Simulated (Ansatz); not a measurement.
Structure types of Zr compared at 38 GPa

Structure types of Zr are relaxed in primitive cells with their symmetry kept at 38 GPa, first on PAW files, then by LAPW. The enthalpy is E + pV at zero temperature, without zero-point motion. Only the types listed were tried, and differences under about 5 meV/atom are mesh noise. Not among the end structures: fcc, bcc, which may lie lower.

Level of theory: DFT with LDA, scalar-relativistic, in Ansatz 0.2.0; Fermi–Dirac smearing of 0.08 eV, no spin polarisation. LAPW: all electrons, basis error target 0.5 meV/atom; PAW: frozen-core files, cutoff 420 eV.

k meshes: hcp 15×15×8, omega 8×8×11, diamond 12×12×12, beta tin 16×16×16.

The PAW files were made under PBE.

Problem. Order the types by LAPW enthalpy, lowest first.
A. omega
B. beta tin
C. hcp
D. diamond

Solution. A (0 meV/atom), C (12 meV/atom), B (433 meV/atom), D (3052 meV/atom).

```tsv
start type	ends as	a, b, c (Å)	V (Å³/atom)	H − H(lowest), LAPW (meV/atom)	same, PAW
hcp	hcp, P6_3/mmc	2.807, 2.807, 4.939	16.86	11.7	11.8
omega	omega, P6/mmm	4.565, 4.565, 2.830	17.02	0.0	0.0
diamond	diamond, Fd-3m	5.313, 5.313, 5.313	18.75	3052.4	3050.1
beta tin	beta tin, I4_1/amd	4.946, 4.946, 2.752	16.83	433.2	433.1
```

Problem. Split the lead of omega over hcp into energy and pV.

Solution. For hcp less omega: ΔE = +50.8 meV/atom, and p·ΔV = 38 GPa × -0.1650 Å³ × 6.242 meV/(GPa·Å³) = -39.1 meV/atom, together 11.7 meV/atom. omega wins by its internal energy, though it is the less dense.

Problem. Would hcp gain on omega at higher pressure?

Solution. Yes: dH/dp = V, and its volume is smaller by 0.17 Å³/atom. Held constant, that would close the gap after about 11 GPa more, a rough figure, since the volume difference changes with pressure.
